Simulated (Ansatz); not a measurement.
Consider the following.

CuI (zinc blende, F-43m), a = b = c = 6.078 Å, α = β = γ = 90.00°; the cell used has 2 atoms.

This is the PBE-relaxed structure.

Q: All from plane-wave PAW PBE (Ansatz code), unless another level is named. Predict the band gap.

A: 1.10 eV (direct).

Q: Give the hole effective mass, band 2 of 3 at the edge.

A: 0.75 along [100], 0.75 along [110], 1.5 along [111] (mₑ).

Q: Predict the electron effective mass.

A: 0.15 mₑ (isotropic).

The PBE relaxation kept the symmetry of its start. The run is not spin-polarised. Spin–orbit coupling is left out wherever it is not named.

Potentials: the earlier of the program's two PAW sets.
